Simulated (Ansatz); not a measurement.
Consider the following.

ZnGeO3:
Space group R-3, hexagonal axes (No. 148); a = 4.966 Å, b = 4.966 Å, c = 13.852 Å, α = 90.00°, β = 90.00°, γ = 120.00°

```
atom  site  symmetry       x       y       z
----  ----  --------  ------  ------  ------
Zn      6c        3.  0.0000  0.0000  0.3674
Ge      6c        3.  0.0000  0.0000  0.1563
O      18f         1  0.3183  0.0282  0.2429
```
(The calculation used a cell of 10 atoms; values per cell refer to that cell.)

This is the r²SCAN-relaxed structure.

Q: All from r²SCAN in the plane-wave PAW code Ansatz, unless another level is named. Estimate the Born charges (a third of the trace).

A: Zn +2.43, Ge +3.91, O -2.11 e.

Q: Predict the electronic dielectric constant ε∞ (DFPT).

A: 4.07 (xx = yy), 3.90 (zz).

Q: Predict the Bader charges.

A: Zn +1.39, Ge +2.52, O -1.30 e.

Q: Give the static dielectric constant ε0 (ions relaxed, cell fixed).

A: 11.9 (xx = yy), 18.6 (zz).

The first step of the workflow began from a Materials Project structure, measured or hypothetical; the Crystallography Open Database copy checked does not list it. Whether it is the stable phase at ambient conditions was not checked. The cell was relaxed with r²SCAN under the symmetry of its start; its stability against distortions is not shown here. Spin–orbit coupling is left out wherever it is not named.

Potentials: the later of the program's two PAW sets.
